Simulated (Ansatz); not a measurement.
# TiSb₂, a database entry at a rescaled volume

```
CELL_PARAMETERS angstrom
-3.31407 3.31407 2.89509
3.31407 -3.31407 2.89509
3.31407 3.31407 -2.89509
ATOMIC_POSITIONS crystal
Sb 0.65156 0.15156 0.80312
Sb 0.15156 0.34844 0.50000
Sb 0.34844 0.84844 0.19688
Sb 0.84844 0.65156 0.50000
Ti 0.25000 0.25000 0.00000
Ti 0.75000 0.75000 0.00000
```

Level: r2SCAN, no spin polarisation; 500 eV; 8×8×8 Γ-centred mesh; fermi-dirac occupations (width 0.1 eV); Ansatz 0.2.0, fixed geometry.

Formation energy: -0.42 eV an atom against the elements' usual phases (free molecules for gases, crystals otherwise, with no correction for O₂ or N₂), so it is bound against them; other compounds may still compete. Relaxing would lower it.
Charges: Bader charges in e: Ti +1.13, Sb -0.56. In the mean Ti gives up most and Sb takes most.
Contacts: Sb–Sb at 2.84 Å: least valence density 0.41 e/Å³ and ELF 0.73 there. Ti–Ti at 2.90 Å: least valence density 0.23 e/Å³ and ELF 0.39 there. Sb–Ti at 2.90 Å: least valence density 0.24 e/Å³ and ELF 0.21 there. These are pseudo-fields; inside the PAW spheres they differ from the all-electron ones.
Electronic structure: It is a metal, with about 0.99 states/eV a cell as the mean within 0.25 eV of the Fermi level, mostly Ti d (60 %) and Sb p (35 %).

Origin: a database entry at a rescaled volume.
